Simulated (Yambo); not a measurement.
G0W0@PBEsol for BN (space group P6_3/mmc, No. 194) in Yambo. Reference settings: 6×6×2 Γ-centred k mesh, 95 bands and a 10 Ry block in the screening, 95 bands in G with the Bruneval-Gonze terminator, plasmon pole fitted at 27.2 eV. The PBEsol gap H → M on this mesh is 4.19 eV; G0W0 gaps are taken between the same points.

The settings were changed. The gap went from 5.77 eV to 5.76 eV, and the shift of the valence edge from -0.85 eV to -0.77 eV.

Task: Name the change that produced these shifts.
(A) 33 bands in W, 33 bands in G
(B) 60 bands in W, 60 bands in G
(C) 33 bands in G
(D) 60 bands in G

Result: B, 60 bands in W, 60 bands in G. The others gave (gap, valence shift): 33 bands in G: 5.80, -0.87 eV; 33 bands in W, 33 bands in G: 5.78, -0.61 eV; 60 bands in G: 5.77, -0.86 eV.

Geometry relaxed with PBE+D3(BJ); primitive cell a = b = 2.505 Å, c = 6.610 Å, α = β = 90.00°, γ = 120.00°.

A shift is the quasiparticle energy of the state minus its PBEsol energy.
